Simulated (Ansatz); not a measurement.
ZrBrN:
```
ZrBrN
1.0
    3.61353     0.00000     0.00000
    0.00000     4.10442     0.00000
    0.00000     0.00000     8.83327
Zr Br N
2 2 2
Cartesian
  0.00000   2.05221   0.88388
  1.80676   0.00000   7.94939
  0.00000   0.00000   5.86109
  1.80676   2.05221   2.97218
  0.00000   0.00000   0.27533
  1.80676   2.05221   8.55794
```

Relaxed with r²SCAN+D4. Special points in fractions of this cell's reciprocal vectors: Γ (0.000, 0.000, 0.000); X (0.500, 0.000, 0.000); S (0.500, 0.500, 0.000); Y (0.000, 0.500, 0.000); Z (0.000, 0.000, 0.500); U (0.500, 0.000, 0.500); R (0.500, 0.500, 0.500); T (0.000, 0.500, 0.500).

Question: List the band energies nearest the valence-band maximum at these points for the program Ansatz at the r²SCAN+D4 level (PAW).

Answer: In eV from the valence-band maximum; about four levels below and three above (degenerate sets whole), none deeper than 8.9 eV; points with the same levels are listed once.

| k | below | above |
|---|---|---|
| Γ | -1.46 -1.26 -0.50 0.00 | 2.22 3.66 3.82 |
| X | -1.05 -1.05 -1.04 -1.04 | 3.88 3.88 4.16 4.16 |
| S | -1.81 -1.81 -1.47 -1.47 | 3.50 3.50 3.51 3.51 |
| Y | -1.80 -1.80 -1.07 -1.07 | 3.27 3.27 4.42 4.42 |
| Z | -1.30 -1.07 -0.65 -0.04 | 2.22 3.65 3.81 |
| U | -1.05 -1.05 -1.04 -1.04 | 3.74 3.74 4.14 4.14 |
| R | -1.64 -1.64 -1.50 -1.50 | 3.49 3.49 3.59 3.59 |
| T | -1.25 -1.25 -1.07 -1.07 | 3.29 3.29 4.18 4.18 |

Space group Pmmn. The workflow started from a Materials Project entry (that database holds measured and hypothetical structures alike); the Crystallography Open Database files this formula in space group No. 59, but the cells were not matched. Whether it is the stable phase at ambient conditions was not checked. The r²SCAN+D4 relaxation kept the symmetry of its start; its stability against distortions is not shown here. No spin polarisation was allowed. Scalar-relativistic: spin–orbit coupling is off unless named, which matters more the heavier the elements.

Potentials: the later of the program's two PAW sets.
